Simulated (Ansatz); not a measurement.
## Sr2LiCI3N2: gradients before and after relaxing the atoms

Start: a measured structure from the Crystallography Open Database (COD), taken as it stands.

```
CELL_PARAMETERS angstrom
0.00000 7.61560 7.61560
7.61560 0.00000 7.61560
7.61560 7.61560 0.00000
ATOMIC_POSITIONS crystal
Li 0.12500 0.12500 0.12500
Li 0.62500 0.12500 0.12500
Li 0.12500 0.12500 0.62500
Li 0.12500 0.62500 0.12500
Sr 0.84243 0.47271 0.84243
Sr 0.40757 0.40757 0.40757
Sr 0.47271 0.84243 0.84243
Sr 0.40757 0.40757 0.77729
Sr 0.84243 0.84243 0.47271
Sr 0.77729 0.40757 0.40757
Sr 0.84243 0.84243 0.84243
Sr 0.40757 0.77729 0.40757
C 0.12500 0.62500 0.62500
C 0.62500 0.62500 0.12500
C 0.62500 0.12500 0.62500
C 0.62500 0.62500 0.62500
I 0.80110 0.19890 0.19890
I 0.44890 0.05110 0.44890
I 0.19890 0.80110 0.80110
I 0.05110 0.44890 0.05110
I 0.19890 0.80110 0.19890
I 0.44890 0.44890 0.05110
I 0.80110 0.19890 0.80110
I 0.05110 0.05110 0.44890
I 0.44890 0.05110 0.05110
I 0.19890 0.19890 0.80110
I 0.05110 0.44890 0.44890
I 0.80110 0.80110 0.19890
N 0.98280 0.67240 0.67240
N 0.57760 0.57760 0.26720
N 0.67240 0.98280 0.67240
N 0.57760 0.57760 0.57760
N 0.67240 0.67240 0.67240
N 0.57760 0.26720 0.57760
N 0.67240 0.67240 0.98280
N 0.26720 0.57760 0.57760
```

Atoms are numbered from 1 in the order listed; like atoms form one site, named after its first atom.

Method: Kohn–Sham DFT in Ansatz, PBE, plane waves and PAW, scalar-relativistic, 420 eV cutoff, Γ-centred 3×3×3 k-points, Fermi–Dirac smearing 0.02 eV.

The largest force at the start is 1.1 eV/Å. Relaxing the ions at fixed cell moves them by 0.019 Å at most (atom 18, I) and 0.013 Å rms.

```tsv
site	atom	moved (Å)	first shell before	first shell after	V_zz before (10²¹ V/m²)	η before
Sr	5	0.001	3 N at 2.61 Å, 6 I at 3.45–3.75 Å; also 3 C at 3.39 Å, 3 Sr at 3.98 Å	3 N at 2.62 Å, 6 I at 3.45–3.77 Å; also 3 C at 3.39 Å, 3 Sr at 3.98 Å	-3.18	0.00
C	13	0.000	2 N at 1.25 Å, angle 180°	2 N at 1.24 Å, angle 180°	-3.63	0.00
I	17	0.019	2 Li at 2.92 Å, angle 135°	2 Li at 2.91 Å, angle 135°	-3.80	0.72
N	29	0.014	1 C at 1.25 Å	1 C at 1.24 Å	1.63	0.00
```

**Question.** What are V_zz and η after the relaxation?

**Answer.** 

```json
{"site": "Sr", "atom": "5", "V_zz after": "-3.18", "η after": "0.00", "change of V_zz": "0.00"}
{"site": "C", "atom": "13", "V_zz after": "-3.69", "η after": "0.00", "change of V_zz": "-0.06"}
{"site": "I", "atom": "17", "V_zz after": "-4.17", "η after": "0.70", "change of V_zz": "-0.37"}
{"site": "N", "atom": "29", "V_zz after": "1.35", "η after": "0.00", "change of V_zz": "-0.28"}
```

The largest change of V_zz is on I, from -3.80 to -4.17. In per cent, |V_zz| changes by 0 on Sr, +2 on C, +10 on I, -17 on N (all sites that start above 0.5). Sites with |V_zz| of 0.02 or less aren't listed.

Without spin–orbit coupling the gradients at and beside I can be off by some per cent, at some sites by more.
